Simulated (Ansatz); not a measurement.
Born–Oppenheimer molecular dynamics of a 17-atom BaLi7F9 cell at 10.50 Å³/atom, computed with Ansatz: Langevin thermostat at 1900 K, 250 steps of 1.5 fs, friction 0.03 1/fs. The run is short and the cell small, so it isn't an equilibrium average.

```yaml
crystal:
  lattice:
    - [5.602957, 0.027837, -0.037462]
    - [0.027837, 5.753495, -0.071808]
    - [-0.037462, -0.071808, 5.540234]
  atoms:
    - { symbol: Ba, position: [0.9037302729, 0.8400274619, 0.5995154291] }
    - { symbol: F, position: [0.699687515, 0.1118650141, 0.114513553] }
    - { symbol: F, position: [0.7101284698, 0.4593432067, 0.5144278957] }
    - { symbol: F, position: [0.0536961898, 0.7081357684, 0.9482202543] }
    - { symbol: F, position: [0.495059719, 0.7439669064, 0.999905745] }
    - { symbol: F, position: [0.5085625706, 0.8999289592, 0.590082499] }
    - { symbol: F, position: [0.2123799635, 0.5828520875, 0.3993951827] }
    - { symbol: F, position: [0.4304501433, 0.3363421408, 0.9272879703] }
    - { symbol: F, position: [0.0205052633, 0.2130093369, 0.7631916495] }
    - { symbol: F, position: [0.1444108639, 0.1096215566, 0.3292769627] }
    - { symbol: Li, position: [0.9920734062, 0.3324549397, 0.3710904419] }
    - { symbol: Li, position: [0.9957750018, 0.1171289687, 0.0378757293] }
    - { symbol: Li, position: [0.4262653803, 0.5378166481, 0.7238549401] }
    - { symbol: Li, position: [0.5213638911, 0.4891553575, 0.2048579702] }
    - { symbol: Li, position: [0.8302348987, 0.4322767768, 0.9176450131] }
    - { symbol: Li, position: [0.4607593082, 0.0405157954, 0.8603809412] }
    - { symbol: Li, position: [0.3459543708, 0.8325271034, 0.2774787696] }
  symmetry: { detect: false }
basis:
  ecutwfc: 420
  xc_grid: 1
kpoints:
  mp_grid: { grid: [1, 1, 1], shift: [0.0, 0.0, 0.0] }
hamiltonian:
  xc: pbe
scf:
  occupations: { method: fermi_dirac, width: 0.1637 }
  lower_state_search: "off"
  convergence: { dr2_threshold: 1.0e-05 }
output:
  forces: true
  stress: true
md:
  timestep: 1.5
  n_steps: 250
  ensemble: nvt_langevin
  friction: 0.03
  temperature: 1900.0
  initial_velocities: maxwell_boltzmann
  seed: 96738
```

```bash
ansatz run input.yaml --threads 2 --pin off --max-ram 5120MiB --backend cpu --events-out ev --progress --plain --runs-dir out
```

The calculation used DFT PBE, scalar-relativistic, plane waves, PAW in Ansatz.

6 frames, positions in Å (not wrapped into the cell) and forces in eV/Å:

```xyz
17
Lattice="5.603 0.028 -0.037 0.028 5.753 -0.072 -0.037 -0.072 5.540" Properties=species:S:1:pos:R:3:forces:R:3 pbc="T T T" time_fs=0.0 temperature_K=1788 free_energy_over_first_frame_eV=0.000
Ba    5.064    4.815    3.227    0.660    0.560   -2.000
F     3.919    0.655    0.600    1.410    0.530    0.700
F     3.972    2.626    2.790   -0.490   -0.380   -0.530
F     0.285    4.008    5.201   -0.300   -0.970    1.520
F     2.757    4.222    5.468    0.850   -0.270    0.780
F     2.852    5.150    3.186   -2.160    0.460   -1.140
F     1.191    3.331    2.163    0.510   -0.820    0.020
F     2.386    1.881    5.097   -0.210   -0.070    0.060
F     0.092    1.171    4.212    0.030    1.200   -0.040
F     0.800    0.611    1.811    1.380   -2.090   -1.330
Li    5.554    1.914    1.995   -0.880    2.020    1.610
Li    5.581    0.699    0.164    0.670   -1.700    0.890
Li    2.376    3.054    3.956   -0.550    1.000   -0.920
Li    2.927    2.814    1.080   -0.890   -0.840    0.380
Li    4.629    2.444    5.022   -0.200    0.220   -0.920
Li    2.551    0.184    4.747    0.110    0.060    0.850
Li    1.951    4.780    1.465    0.050    1.070    0.060
17
Lattice="5.603 0.028 -0.037 0.028 5.753 -0.072 -0.037 -0.072 5.540" Properties=species:S:1:pos:R:3:forces:R:3 pbc="T T T" time_fs=75.0 temperature_K=1254 free_energy_over_first_frame_eV=0.595
Ba    4.898    4.934    3.182   -1.440    0.130    0.410
F     4.309    0.642    1.042   -1.690    0.720    0.620
F     4.193    2.720    2.978    0.370    0.200   -1.460
F     0.518    3.488    4.930   -1.110    1.660    2.450
F     3.311    4.111    5.284    0.340    0.160    1.060
F     2.356    5.204    2.736    0.340   -0.570    0.240
F     1.214    2.554    2.322    0.790    1.220   -1.590
F     2.940    1.584    4.536   -0.590   -0.740    1.650
F     0.419    1.040    4.512   -0.930   -0.240   -1.030
F     0.800    0.098    1.209    1.570   -1.450   -0.420
Li    5.524    1.514    2.398   -0.530    0.440   -0.130
Li    5.128   -1.013    0.552   -0.560    1.630   -0.510
Li    1.663    2.826    4.020    2.040   -1.450   -0.860
Li    2.498    1.209    1.056    0.060   -0.210    0.440
Li    4.591    2.646    5.508   -0.870   -2.070   -1.240
Li    1.809    0.048    4.474    1.360    0.490   -0.270
Li    1.801    4.138    1.079    0.840    0.100    0.640
17
Lattice="5.603 0.028 -0.037 0.028 5.753 -0.072 -0.037 -0.072 5.540" Properties=species:S:1:pos:R:3:forces:R:3 pbc="T T T" time_fs=150.0 temperature_K=1738 free_energy_over_first_frame_eV=-0.426
Ba    4.770    5.094    3.304   -1.000   -1.150    0.210
F     3.862    0.679    1.452    2.390   -1.420   -0.430
F     4.485    2.963    1.771   -0.210    0.660    0.360
F     0.608    3.165    5.625    0.830   -0.510   -0.930
F     3.781    3.675    4.936   -0.640    1.160    1.170
F     2.195    4.597    3.206   -0.240   -0.210   -0.130
F     1.574    2.188    2.358   -0.120    0.690   -0.160
F     2.617    1.322    4.762    0.860   -0.160    0.830
F     0.164    0.948    4.473   -0.070    1.290    0.460
F     0.909   -0.357    1.103    1.150    2.030    0.680
Li    5.758    1.439    1.822   -0.940    0.360   -0.710
Li    5.213   -1.316    0.866   -0.810   -1.200   -1.000
Li    1.201    2.439    3.992    0.870   -0.030    1.450
Li    2.364    1.119    1.440   -1.130   -0.640   -0.700
Li    4.368    2.142    5.501    0.080   -0.580   -0.440
Li    2.071   -0.325    5.171   -0.350   -0.390   -1.170
Li    2.602    3.536    1.419   -0.670    0.110    0.510
17
Lattice="5.603 0.028 -0.037 0.028 5.753 -0.072 -0.037 -0.072 5.540" Properties=species:S:1:pos:R:3:forces:R:3 pbc="T T T" time_fs=225.0 temperature_K=2205 free_energy_over_first_frame_eV=0.847
Ba    4.736    5.206    3.303    0.890    2.740    0.250
F     3.922    0.080    1.086   -0.280    0.640    1.190
F     4.621    3.067    2.215   -1.780    0.280   -0.340
F     1.157    3.469    5.824    0.060   -0.990   -1.140
F     3.924    3.949    5.087    1.260   -0.830    1.240
F     2.083    4.237    3.713   -0.260    0.070   -1.570
F     1.647    2.343    2.190    1.100   -0.150    1.730
F     3.383    1.503    4.687   -0.810   -0.100   -0.420
F     0.295    1.059    5.121    0.930   -0.360   -0.670
F     1.177   -0.063    1.802   -0.760   -0.280   -0.370
Li    5.675    1.976    1.830    1.440   -2.140   -1.300
Li    5.562   -1.174    0.544   -1.370    2.150    1.480
Li    1.657    2.033    4.261    1.070    0.510   -0.240
Li    2.840    1.649    1.230    0.350   -1.560   -1.030
Li    5.085    2.628    5.021   -0.990   -0.910   -0.100
Li    2.026   -0.739    5.246    0.750    0.320    1.160
Li    2.879    3.703    2.031   -1.590    0.600    0.120
17
Lattice="5.603 0.028 -0.037 0.028 5.753 -0.072 -0.037 -0.072 5.540" Properties=species:S:1:pos:R:3:forces:R:3 pbc="T T T" time_fs=300.0 temperature_K=1681 free_energy_over_first_frame_eV=-0.483
Ba    4.775    5.185    3.759   -0.560   -0.300    0.880
F     3.539    0.164    1.665   -0.630   -0.600   -0.130
F     4.430    3.079    2.443    0.140   -0.490    0.680
F     0.805    3.509    6.478    0.150    1.330   -0.330
F     3.901    3.628    5.401    0.200   -0.100    0.390
F     1.778    4.357    4.294    0.050    0.170   -0.890
F     1.994    2.434    2.574    0.880   -0.410    0.090
F     3.411    1.228    4.900    0.040    0.410   -0.360
F     0.759    0.889    5.253   -1.010    1.080    0.370
F     0.726    0.220    2.404    0.580    0.220   -1.560
Li    6.545    1.954    1.489   -2.270   -0.660   -1.260
Li    5.013   -0.914    1.081    0.010   -0.770    0.100
Li    2.632    2.839    3.960    1.130   -0.410    2.660
Li    3.199    2.130    1.206    1.300   -0.020   -0.410
Li    5.361    1.987    4.106   -0.110    0.960    0.420
Li    1.894   -0.159    5.909    0.980   -0.930   -0.550
Li    2.197    4.250    2.291   -0.880    0.510   -0.100
17
Lattice="5.603 0.028 -0.037 0.028 5.753 -0.072 -0.037 -0.072 5.540" Properties=species:S:1:pos:R:3:forces:R:3 pbc="T T T" time_fs=375.0 temperature_K=2063 free_energy_over_first_frame_eV=-0.058
Ba    4.718    5.392    3.830   -0.570    0.810   -0.100
F     3.674   -0.429    1.498   -2.280    0.420    0.290
F     5.068    2.988    2.333   -2.980    1.990    1.690
F     1.456    3.920    6.102   -1.580   -0.920    2.060
F     4.187    3.142    5.284    0.810    1.190   -0.080
F     1.628    4.420    4.016    0.210   -0.170   -2.390
F     2.040    2.097    2.100    5.430    0.210    1.610
F     2.746    1.132    5.115    1.850   -1.580    0.510
F     0.377    1.300    4.929    0.220    1.040   -0.560
F     0.288    0.307    1.858    0.480   -0.680    0.400
Li    6.198    2.105    1.974   -1.020   -2.690   -1.910
Li    4.927   -1.519    1.251    0.650   -0.110   -0.720
Li    2.033    1.980    3.976   -0.140    0.550   -1.040
Li    3.823    1.716    1.007   -0.500    0.410    0.020
Li    6.067    3.224    4.786   -0.320   -1.030    0.520
Li    2.177   -0.442    5.707   -0.040    0.870   -0.390
Li    2.019    4.552    2.182   -0.230   -0.300    0.090
```

Over the second half the temperature averages 1995 K and the pressure (kinetic part included, positive in compression) 14.7 GPa. Mean square displacements at the end: Ba 1.60 Å², F 1.25 Å², Li 1.61 Å² (from the start of this run, the atoms' common shift taken off).

One k point is coarse for so small a cell, so forces and above all the pressure are rough.

Time: 120 s on 2 threads of Arm Neoverse V1 (shared host), peak memory 0.34 GiB.